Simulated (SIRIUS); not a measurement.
## A series of runs on InSe (P-6m2, 8 atoms in the cell; from Materials Project mp-1079260)

```
CELL_PARAMETERS angstrom
      4.04733     0.00000     0.00000
     -2.02366     3.50509     0.00000
      0.00000     0.00000    18.05206
ATOMIC_POSITIONS crystal
  In 0.00000 0.00000 0.57739
  In 0.00000 0.00000 0.42261
  In 0.33333 0.66667 0.92261
  In 0.33333 0.66667 0.07739
  Se 0.66667 0.33333 0.85300
  Se 0.66667 0.33333 0.14700
  Se 0.33333 0.66667 0.64702
  Se 0.33333 0.66667 0.35298
```

Base run A: PBEsol, PseudoDojo 0.4 standard norm-conserving PBEsol (tails mended) pseudopotentials (SIRIUS), self-consistent single point.

Its settings: parameters.ngridk = 3 3 1; parameters.xc_functionals = [XC_GGA_X_PBE_SOL, XC_GGA_C_PBE_SOL]; parameters.gk_cutoff = 9.274 1/bohr; parameters.pw_cutoff = 18.548 1/bohr; parameters.smearing = gaussian; parameters.smearing_width = 0.000367493 Ha; potentials = PseudoDojo 0.4 standard norm-conserving PBEsol (tails mended) pseudopotentials; parameters.electronic_structure_method = pseudopotential; parameters.num_bands = 70; parameters.num_mag_dims = 0; parameters.num_dft_iter = 100; parameters.energy_tol = 1e-07 Ha; parameters.density_tol = 1e-06; mixer.type = broyden2; mixer.beta = 0.3; mixer.use_hartree = true.

The structure comes from a collection of computed structures, made at another level of theory; the collection holds predicted forms beside known ones.

ΔF is the free energy per atom less that of run A. 

A variant of run A gave: the free energy goes up by 8.7 meV/atom, the pressure goes from 0.12 to 2.13 GPa and the largest force goes from 0.077 to 0.338 eV/Å.

Question: Which change was made?
A. volume scaled by 1.06
B. volume scaled by 0.96
C. volume scaled by 1.04
D. volume scaled by 0.98

Answer: B, volume scaled by 0.96. That run gave: ΔF (meV/atom) 8.7; pressure (GPa) 2.13; largest force (eV/Å) 0.338.

The base and the other variants:

```
change                 ΔF (meV/atom)  pressure (GPa)  largest force (eV/Å)
---------------------  -------------  --------------  --------------------
base                            0.00            0.12                 0.077
volume scaled by 0.94           19.6            3.32                 0.522
volume scaled by 0.98            2.3            1.06                 0.167
volume scaled by 0.99           0.70            0.58                 0.109
volume scaled by 1.01           0.20           -0.32                 0.065
volume scaled by 1.02           1.24           -0.73                 0.136
volume scaled by 1.04            5.7           -1.48                 0.271
volume scaled by 1.06           12.9           -2.16                 0.395
```

“Tails mended”: in these copies of the files the far tail of each local potential was reset to the Coulomb form.
